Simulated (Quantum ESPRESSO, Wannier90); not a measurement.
Wannierisation of SrTiO$_{3}$ (cubic perovskite)

Cell from Materials Project (mp-5229), symmetrised, no further relaxation. COD (Crystallography Open Database) records the formula in this space group. Ideal cubic forms of this type are often high-temperature phases that distort on cooling; symmetry holds the cell here, and its stability was not tested. Method: PBEsol plane waves in Quantum ESPRESSO 7.5 (PseudoDojo norm-conserving files, 68 Ry, spinors with spin-orbit coupling), Bloch states on a 6×6×6 mesh through Γ, Wannier90 4.0.1. Density: 8×8×8 mesh, cold smearing 0.01 Ry.

```
begin unit_cell_cart
ang
    3.9127000000    0.0000000000    0.0000000000
    0.0000000000    3.9127000000    0.0000000000
    0.0000000000    0.0000000000    3.9127000000
end unit_cell_cart
mp_grid = 6 6 6
```

Neighbour vectors b of the finite-difference formula (Å⁻¹), by shell:

```
shell       b_x       b_y       b_z
-----  --------  --------  --------
1       0.00000   0.00000   0.26764
1       0.00000   0.26764   0.00000
1       0.26764   0.00000   0.00000
1       0.00000   0.00000  -0.26764
1       0.00000  -0.26764   0.00000
1      -0.26764   0.00000   0.00000
```

### Question
Find the weights w_b from the completeness condition Σ_b w_b b_α b_β = δ_αβ.

### Answer
Shell 1: Σ b_x² = 0.143, Σ b_y² = 0.143, Σ b_z² = 0.143 Å⁻²
Each of the three diagonal sums, weighted, has to give 1 and the off-diagonal ones 0, which holds for w_1 = 6.98 Å². Check on xx: 6.98×0.143 = 1.00.

On this mesh the 2 functions of bands 17-18 (bands 17-18; start: SCDM (isolated), conv_tol = 1.0e-6) end with spreads 3.5601, 3.5601 Å², Ω_I = 6.8961 Å² and Ω_D = 0.0807 Å².

Ω_total is the sum of the spreads, 7.120 Å². Ω_OD = Ω_total − Ω_I − Ω_D = 0.143 Å². Only (Ω_D + Ω_OD)/Ω_total = 3.1 % depends on the gauge, and another start could lower the total by that share at most. The rms radius is √(Ω_total/2) = 1.89 Å.
